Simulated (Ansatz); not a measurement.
LuPb₂: stiffness from a series of strains

```yaml
crystal:
  lattice:
    - [-1.85305, 1.85305, 6.56000]
    - [1.85305, -1.85305, 6.56000]
    - [1.85305, 1.85305, -6.56000]
  atoms:
    - { symbol: Lu, position: [0.00000, 0.00000, 0.00000] }
    - { symbol: Pb, position: [0.33300, 0.33300, 0.00000] }
    - { symbol: Pb, position: [0.66700, 0.66700, 0.00000] }
```

Atoms are numbered in the order listed.

Conventional cell: a = 3.706 Å, b = 3.706 Å, c = 13.120 Å, α = 90.00°, β = 90.00°, γ = 90.00°. Lu (atom 1) is surrounded by 8 Pb at 3.42 Å and 4 Lu at 3.71 Å. Pb (atom 2) is surrounded by 8 Pb at 3.41 to 3.71 Å and 4 Lu at 3.42 Å.

The geometry is COD entry 1522501, unchecked; take it as a test cell.

Spin–orbit coupling is left out, though it moves levels of the heavy atoms by tenths of an eV or more.

These are results of Ansatz 0.2.0, DFT, PBEsol, all-electron LAPW, scalar-relativistic, not measurements.

Numerical set-up: a Γ-centred 12×12×12 k mesh, Fermi–Dirac smearing of 0.05 eV, basis error target 1 meV/atom, no spin polarisation.

The strain is applied along the Cartesian axes of the cell as listed (the other components stay zero). Fractional coordinates are held (clamped ions).

σ is the change of stress from the unstrained cell, which is at -3.69 GPa; tension is positive, so slopes are stress–strain coefficients at that pressure. In a metal the k mesh adds noise.

Only quantities that a quadratic follows smoothly over the whole series are listed; rougher ones are left out.

```tsv
εzz	σzz (GPa)	σxx (GPa)
-0.0200	-0.64	-0.69
0.0000	0.00	0.00
0.0100	0.31	0.31
0.0200	0.59	0.61
```

Problem. Fit the series and read off the stiffness at zero strain.

Solution. Least-squares fits y = p0 + p1 x + p2 x² to the rows give σzz (GPa): p1 = 30.8, p2 = -70; σxx (GPa): p1 = 32.5, p2 = -95. So C33 = 31 GPa and C13 = 32 GPa, for these axes.

Problem. One run, at εzz = -0.0100, is withheld. Predict its row.

Solution. The fits give -0.31, -0.34; the run gave -0.32, -0.33.
